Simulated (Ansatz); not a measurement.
SnO2 (rutile)

```
CELL_PARAMETERS angstrom
      4.82756     0.00000     0.00000
      0.00000     4.82756     0.00000
      0.00000     0.00000     3.23791
ATOMIC_POSITIONS crystal
  Sn 0.00000 0.00000 0.00000
  Sn 0.50000 0.50000 0.50000
  O  0.30660 0.30660 0.00000
  O  0.80660 0.19340 0.50000
  O  0.19340 0.80660 0.50000
  O  0.69340 0.69340 0.00000
```

The slice is a (010) plane (indices of the conventional cell) through the point (0.307, 0.307, 0.000) (fractional), spanned by u = [001] and v = [100] in vectors of this cell: u (3.24 Å) and v (4.83 Å, at 90° to u). It covers one period; positions are fractions (u, v).

Calculation: PBE (plane waves to 420 eV, PAW, scalar-relativistic; Ansatz, a program for electronic structure). k mesh 7×7×10. Near the nuclei the fields are pseudised (PAW); where an atom keeps semicore shells as valence, they peak there. SnO2 was relaxed with its symmetry unable to fall. The PAW data are Ansatz's earlier set.

### Question
Sketch the density of the highest valence band (whole band, smooth part) on this plane as a map.

### Answer
| v \ u | 0.00 | 0.14 | 0.29 | 0.43 | 0.57 | 0.71 | 0.86 |
|---|---|---|---|---|---|---|---|
| 0.88 | 0.159 | 0.058 | 0.006 | 0.001 | 0.001 | 0.006 | 0.058 |
| 0.75 | 0.012 | 0.007 | 0.004 | 0.009 | 0.009 | 0.004 | 0.007 |
| 0.62 | 0.001 | 0.003 | 0.023 | 0.097 | 0.097 | 0.023 | 0.003 |
| 0.50 | 0.001 | 0.002 | 0.022 | 0.142 | 0.142 | 0.022 | 0.002 |
| 0.38 | 0.001 | 0.001 | 0.003 | 0.009 | 0.009 | 0.003 | 0.001 |
| 0.25 | 0.012 | 0.007 | 0.002 | 0.003 | 0.003 | 0.002 | 0.007 |
| 0.12 | 0.161 | 0.063 | 0.009 | 0.001 | 0.001 | 0.009 | 0.063 |
| 0.00 | 0.002 | 0.035 | 0.007 | 0.001 | 0.001 | 0.007 | 0.035 |

Values: density of the highest valence band (whole band, smooth part) in e/Å³.
